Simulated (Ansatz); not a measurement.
From the elastic tensor of Sc3BP4 to moduli and sound speeds

These are results of DFT PBE, scalar-relativistic, plane waves, PAW in Ansatz, not measurements. Cutoff 420 eV, 6×6×6 k-points (Γ-centred), Gaussian smearing of 0.01 eV. No spin polarisation.

Space group R3m (No. 160), trigonal, a = 7.553 Å, c = 9.083 Å. Sc has 6 P at 2.64–2.68 Å and 1 B at 2.88 Å; around B lie 3 P at 1.91 Å and 3 Sc at 2.88 Å; P on a site of symmetry 3m has 6 Sc at 2.64–2.67 Å; P on a site of symmetry m is surrounded by 1 B at 1.91 Å and 4 Sc at 2.68 Å.

The cell was found from a structure generator's guess, not taken from experiment. In a metal, frequencies and elastic constants depend on the k mesh and the smearing, soft modes and shear constants most.

Relaxed-ion constants (GPa, on the Cartesian axes of the calculation):
C11 = 130.2, C12 = 39.3, C13 = 66.3, C14 = 23.2, C22 = 130.2, C23 = 66.3, C24 = -23.2, C33 = 97.8, C44 = 53.3, C55 = 53.3, C56 = 20.4, C66 = 45.5 GPa; the others vanish.

Density 2.992 g/cm³; 8 atoms in 149.60 Å³.

With S = C⁻¹: B_V = (C11+C22+C33+2(C12+C13+C23))/9, G_V = (C11+C22+C33−C12−C13−C23+3(C44+C55+C66))/15, 1/B_R = S11+S22+S33+2(S12+S13+S23), 15/G_R = 4(S11+S22+S33−S12−S13−S23)+3(S44+S55+S66); Hill is their mean. Then v_l = √((B+4G/3)/ρ), v_t = √(G/ρ), v_m = [(2/v_t³+1/v_l³)/3]^(−1/3) and Θ = (ħ/k_B)·v_m·(6π²n/V)^(1/3) for n atoms in the volume V; E = 9BG/(3B+G), ν = (3B−2G)/(2(3B+G)) and A^U = 5G_V/G_R + B_V/B_R − 6.

* Bulk modulus, Voigt / Reuss / Hill: 77.9 / 77.8 / 77.9 GPa
* Shear modulus, Voigt / Reuss / Hill: 42.9 / 31.1 / 37.0 GPa
* Young's modulus: 96 GPa
* Poisson ratio: 0.295
* Pugh ratio B/G: 2.11 (over 1.75, the rule of thumb for ductile)
* Universal anisotropy index: 1.90
* Longitudinal and transverse sound speeds: 6518 and 3515 m/s
* Debye temperature from the mean sound speed: 440 K
